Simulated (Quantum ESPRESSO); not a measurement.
Space group P6₃mc (No. 186); a = b = 3.0822 Å, c = 4.9334 Å, α = β = 90.00°, γ = 120.00°

```csv
atom,site,symmetry,x,y,z
N,2b,3m.,0.3333,0.6667,0.3810
Al,2b,3m.,0.6667,0.3333,0.4990
```

Cell and atoms were relaxed with LDA from Materials Project entry mp-661, within its symmetry.

Task: What does LDA (pw.x of Quantum ESPRESSO, ONCV potentials, no spin-orbit coupling) give for the electronic structure near the Fermi level?

Result: The LDA gap is direct, 4.49 eV at Γ.
